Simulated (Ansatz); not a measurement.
input.yaml (Ansatz)

```yaml
crystal:
  lattice:
    - [3.7929252312, 0.0, 0.0]
    - [-1.8964626156, 3.2847696048, 0.0]
    - [0.0, 0.0, 7.438502484]
  atoms:
    - { symbol: Se, position: [1.0, 0.0, 0.0] }
    - { symbol: Se, position: [1.0, 0.0, 0.5] }
    - { symbol: Se, position: [0.3333333333, 0.6666666667, 0.25] }
    - { symbol: Se, position: [0.6666666667, 0.3333333333, 0.75] }
hamiltonian:
  xc: pbesol
  pseudopotentials:
    kind: paw
    azcp:
      Se: "pseudopotentials/Se.paw.azcp"
basis:
  ecutwfc: 420
  fft_grid_basis: typed
kpoints:
  mp_grid: { grid: [11, 11, 5], shift: [0, 0, 0] }
magnetization:
  spin_polarized: false
scf:
  occupations: { method: fermi_dirac, width: 0.1 }
  lower_state_search: "off"
output:
  stress: true
  write_density: true
  write_potential: true
  elf: true
  volumetric_format: npy
```

Terminal output

```
Warning: the record states the generating functional pbe (its physics header spells it `PBE`), which answers neither for hamiltonian.xc's functional nor for the pbesol family's — results may be inconsistent (PPs are generated against a specific XC)
Engine: ansatz 0.2.0, aarch64-unknown-linux-gnu
Pseudopotentials: kind: paw
Pseudopotential: Se, paw, valence charge 16, recommended cutoff 420 eV (normal) 
Functional definition: PBEsol
  exchange = pbesol_x
  correlation = pbesol_c
Crystal: 4 atoms, lattice volume = 92.675 Å³
Basis set: ecut = 420 eV, 1813 PW (Γ)
Bands: 39, of which v1, the nominal top of the filled ones, is band 32 counted from 1 (31 counted from 0)
Symmetry: 24 space group operations
Space group: P63/mmc (ITA 194), of the structure as read, at distance tolerance 4.5e-5 Å
k-points: 48 of 605
Non-local potential: Se, projectors of the file, l = 0: 2, l = 1: 2, l = 2: 3, l = 3: 1
PAW form: soft (Blöchl's): semilocal exchange-correlation on the pseudo side does not see the compensation charge
PAW frozen core: Se, regenerated for the run's functional, and the local potential with it (the file was generated under x = pbe(κ = 0.804, μ = 0.2195149727645171), c = pbe(β = 0.06672455060314922))
PAW one-centre angular grid: Se, 590 points (default); XC on 64 Gauss nodes
Initial density: superposition of atomic densities (neutral atoms: chi_scale 0, normalization atom), corrected by the library's trained network
Initial wavefunctions: pseudopotential atomic-orbital guess
Functional: x = pbesol(κ = 0.804, μ = 0.12345679012345678), c = pbesol(β = 0.046)
SCF iter   1: F=—  HF=-21695.892856 eV  |F-HF|=—  |Δ(HF+E_count)|=         —  Δρ=2.15e-3  dr2=4.06e-3  ethr=1.77e-3  ⟨swp⟩=6.7  Hψ=7147  notcnv=0  defer=1
SCF iter   2: F=—  HF=-21695.892213 eV  |F-HF|=—  |Δ(HF+E_count)|=   6.43e-4  Δρ=5.41e-4  dr2=1.62e-4  ethr=6.35e-6  ⟨swp⟩=2.0  Hψ=3823  notcnv=0
SCF iter   3: F=—  HF=-21695.891869 eV  |F-HF|=—  |Δ(HF+E_count)|=   3.45e-4  Δρ=2.19e-4  dr2=6.27e-5  ethr=2.52e-7  ⟨swp⟩=2.9  Hψ=4161  notcnv=0
SCF iter   4: F=—  HF=-21695.891810 eV  |F-HF|=—  |Δ(HF+E_count)|=   5.88e-5  Δρ=6.60e-5  dr2=5.23e-6  ethr=9.80e-8  ⟨swp⟩=2.0  Hψ=3423  notcnv=0
SCF iter   5: F=—  HF=-21695.891807 eV  |F-HF|=—  |Δ(HF+E_count)|=   3.15e-6  Δρ=1.03e-5  dr2=1.32e-7  ethr=8.17e-9  ⟨swp⟩=2.0  Hψ=3427  notcnv=0
SCF iter   6: F=-21695.891807 eV  HF=-21695.891807 eV  |F-HF|=3.10e-9  |Δ(HF+E_count)|=   3.46e-8  Δρ=1.48e-6  dr2=2.92e-9  ethr=1.56e-10  ⟨swp⟩=8.7  Hψ=12080  notcnv=0
SCF 1 converged in 6 iterations: F = -21695.891807 eV  dr2 = 2.92e-9
  Residual-converged pass: ⟨swp⟩=1.0  Hψ=2072  notcnv=0  max |occ|·‖R‖ = 7.0e-9 eV (tolerance 1.0e-8 eV)  dr2=2.92e-9  dr2_onsite=3.44e-9  max |Δocc| = 1.1e-11
SCF converged after 6 iterations
Free energy (F): -21695.891807 eV
Harris-Foulkes:  -21695.891807 eV  (|F-HF|=3.10e-9)
Internal energy: -21695.814223 eV  (E = F + TS)
E sigma→0 (E₀):  -21695.853015 eV
Entropy (-TS):   -0.077583 eV (-19.396 meV/atom)
Fermi energy:    9.209795 eV
--- Per-component energies (eV) ---
  E_band       = -1506.414852
  E_kinetic    = 463.460116
  E_local      = -9063.028710  (includes V_loc(G=0)·N_el)
  E_nonlocal   = -2363.933628
  E_hartree    = 4490.403534
  E_xc         = -408.942402
  E_vxc        = -386.559135  (∫ρ·V_xc dr)
  E_paw        = -7475.278593  (= ΣΔE_a)
  E_vpaw       = 862.838033  (= ΣTr[D̂ρ^β])
  E_aug_tail   = -0.002412  (compensation charges beyond the density's cutoff)
  E_ewald      = -7342.525931
  E_core_change = 4.033802  (= ΣΔE_core)
  E_smearing   = -0.077583  (= −TS)
  E_closure    = 0.000000  (closes the sum)
  Σ components = -21695.891807   (vs F -21695.891807, Δ=0.00e0)
--- Stress (GPa, compression-positive) ---
       -4.556204       0.000000       0.000000
        0.000000      -4.556204      -0.000000
        0.000000      -0.000000      -5.839732
  P = ⅓ Tr σ = -4.9840 GPa (-49.840 kbar)
--- Band table (eV; the first three rows and the last of 48) ---
  k-point 0: bands = ["-39.3782", "-39.3779", "-39.3622", "-39.3622", "-39.3607", "-39.3607", "-39.3180", "-39.3180", "-39.3168", "-39.3168", "-39.2682", "-39.2677", "-39.2551", "-39.2551", "-39.2549", "-39.2549", "-39.2274", "-39.2274", "-39.2268", "-39.2268", "-6.5733", "-4.5345", "-4.4316", "-0.9688", "4.8948", "6.6378", "6.6378", "7.6402", "7.8819", "7.8819", "8.0784", "8.3155", "8.3155", "10.0911", "10.0911", "11.6989", "13.5718", "16.2979", "16.2979"]
  k-point 1: bands = ["-39.3782", "-39.3780", "-39.3621", "-39.3621", "-39.3609", "-39.3609", "-39.3179", "-39.3179", "-39.3169", "-39.3169", "-39.2682", "-39.2678", "-39.2551", "-39.2551", "-39.2549", "-39.2549", "-39.2273", "-39.2273", "-39.2268", "-39.2268", "-6.4857", "-5.2104", "-3.6468", "-1.2316", "5.0933", "6.7034", "6.7034", "7.0021", "7.5820", "7.5820", "8.6516", "8.6516", "8.7774", "9.9554", "9.9554", "11.3657", "13.8916", "16.5066", "16.5066"]
  k-point 2: bands = ["-39.3781", "-39.3780", "-39.3617", "-39.3617", "-39.3613", "-39.3613", "-39.3176", "-39.3176", "-39.3172", "-39.3172", "-39.2681", "-39.2679", "-39.2551", "-39.2551", "-39.2550", "-39.2550", "-39.2272", "-39.2272", "-39.2270", "-39.2270", "-6.2247", "-5.7959", "-2.7562", "-1.8989", "5.5954", "6.2573", "6.8955", "6.8955", "7.1989", "7.1989", "9.1408", "9.1408", "9.6039", "9.6039", "9.6930", "10.6016", "14.7580", "15.9251", "17.1047"]
  k-point 47: bands = ["-39.3777", "-39.3777", "-39.3618", "-39.3617", "-39.3610", "-39.3609", "-39.3168", "-39.3168", "-39.3166", "-39.3166", "-39.2677", "-39.2675", "-39.2561", "-39.2560", "-39.2555", "-39.2554", "-39.2270", "-39.2270", "-39.2268", "-39.2268", "-4.0661", "-3.9451", "-3.5968", "-3.5677", "3.3955", "3.4752", "4.1405", "5.1367", "5.7960", "6.3968", "6.9647", "7.6342", "10.2921", "11.2146", "11.6602", "11.8770", "16.2571", "16.7062", "17.5738"]
```

Launched by

```sh
ansatz run input.yaml --threads 2 --pin off --max-ram 5120MiB --backend cpu --events-out ev --progress --plain --runs-dir out
```

On 2 threads of Arm Neoverse N1 (shared host) this took about 9.8 s of wall time and 19 s of CPU time.
